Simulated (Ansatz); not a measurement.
Relaxed-ion elastic tensor of TlHg₃ (Cu3Au type, Pm-3m) in GPa (Voigt order), PBEsol in the plane-wave PAW code Ansatz; density 13.27 g/cm³, 25.21 Å³ per atom.

```
40.0  32.4  32.4   0.0   0.0   0.0
32.4  40.0  32.4   0.0   0.0   0.0
32.4  32.4  40.0   0.0   0.0   0.0
 0.0   0.0   0.0   6.4   0.0   0.0
 0.0   0.0   0.0   0.0   6.4   0.0
 0.0   0.0   0.0   0.0   0.0   6.4
```

Problem. Is the crystal mechanically stable?

Solution. Yes: the smallest eigenvalue of C is 6.4 GPa.

Problem. Work out the Voigt, Reuss and Hill averages.

Solution. K_V = 34.9, K_R = 34.9, K_H = 34.9; G_V = 5.4, G_R = 5.0, G_H = 5.2 GPa.

Problem. Give Young's modulus, Poisson's ratio, Pugh's ratio and the universal anisotropy index.

Solution. E = 9KG/(3K + G) = 14.9 GPa; ν = 0.43; K/G = 6.69 (ductile by the Pugh limit of 1.75); A_U = 5G_V/G_R + K_V/K_R − 6 = 0.34.

Problem. Estimate the sound speeds and the Debye temperature.

Solution. v_l = √((K + 4G/3)/ρ) = 1780 m/s, v_t = √(G/ρ) = 627 m/s, mean 712 m/s; Θ = (h/k)(3n/4πV)^(1/3) v_m = 72.3 K.

Problem. Give the Zener ratio and Young's modulus along [100], [110] and [111].

Solution. A = 2C44/(C11 − C12) = 1.70; 1/E = S11 − 2(S11 − S12 − S44/2)Γ with Γ = 0, 1/4, 1/3 gives 11.0, 15.7, 18.2 GPa.

The workflow started from an entry of the Crystallography Open Database (COD). Whether it is the stable phase at ambient conditions was not checked. The cell was relaxed with PBEsol under the symmetry of its start; whether a distortion lowers the energy is not shown. As this level gives no gap, shear constants depend on the k-mesh and smearing (Fermi–Dirac, 0.1 eV here). Spin–orbit coupling is left out wherever it is not named.

Potentials: the later of the program's two PAW sets.
